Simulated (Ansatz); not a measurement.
# ZnS with Br replacing S: which input changes reach the field gradients?

Cell: a supercell of ZnS (zinc blende type, F-43m) built from a COD entry (the entry's cell lengths or inner coordinates differ somewhat from later room-temperature determinations), with all atoms left at the host's positions.

```cif
data_Zn27S26Br
_symmetry_space_group_name_H-M 'F-43m'
_symmetry_Int_Tables_number 216
_cell_length_a 16.2120
_cell_length_b 16.2120
_cell_length_c 16.2120
_cell_angle_alpha 90.000
_cell_angle_beta 90.000
_cell_angle_gamma 90.000
loop_
_atom_site_label
_atom_site_type_symbol
_atom_site_symmetry_multiplicity
_atom_site_Wyckoff_symbol
_atom_site_fract_x
_atom_site_fract_y
_atom_site_fract_z
Zn1 Zn 16 e 0.0833 0.9167 0.0833
Zn2 Zn 24 g 0.2500 0.9167 0.2500
Zn6 Zn 48 h 0.5833 0.7500 0.4167
Zn14 Zn 16 e 0.4167 0.5833 0.4167
Zn27 Zn 4 c 0.7500 0.2500 0.7500
Br Br 4 a 0.0000 0.0000 0.0000
S29 S 48 h 0.1667 0.0000 0.1667
S32 S 16 e 0.3333 0.8333 0.1667
S36 S 16 e 0.6667 0.6667 0.3333
S42 S 24 f 0.5000 0.6667 0.5000
```

One atom of each set is listed; the run and its k-mesh use a cell of 54 atoms with edges of 11.46, 11.46, 11.46 Å.

Reference run. Level of theory: DFT, PBE, plane waves and PAW, scalar-relativistic, 420 eV cutoff, Γ-centred 2×2×2 k-points, Fermi–Dirac smearing 0.01 eV, cell charge +1 (Ansatz 0.2.0).

It gives V_zz (10²¹ V/m²) Zn1 4.68 (η 0.00), S29 1.85 (η 0.11), among others. Each of these runs changes the input as listed (caps on SCF iterations aside):

A. hamiltonian.pseudopotentials: {kind: paw} → {kind: paw, source: jth}
B. hamiltonian.dispersion: not typed → d3bj; basis.ecutwfc: not typed → 600 eV; scf.occupations.method: fermi_dirac → methfessel_paxton; scf.occupations.width: 0.01 → 0.15

(1) Which of these changes matter for the gradients?

## Answers

(1) 

```json
{"run": "A", "Zn1 V_zz (η)": "4.78 (0.00)", "S29 V_zz (η)": "1.82 (0.10)", "largest change of a gradient tensor, all atoms": "0.10", "note": "converged; another set of PAW files; cutoff taken 1080 eV"}
{"run": "B", "Zn1 V_zz (η)": "4.69 (0.00)", "S29 V_zz (η)": "1.85 (0.11)", "largest change of a gradient tensor, all atoms": "0.00", "note": "converged"}
```

Run A moves them most, on Zn1 (V_zz from 4.68 to 4.78).

On the reference run: The defect repeats with the cell of 54 atoms, so it feels its images: sites between two images don't show the values beside a lone defect, and zeros or small values of η there can come from the images' arrangement. A uniform background compensates the cell's charge. The neighbours have not yet relaxed around the defect (largest force 2.2 eV/Å), and relaxing can change the values around it severalfold.
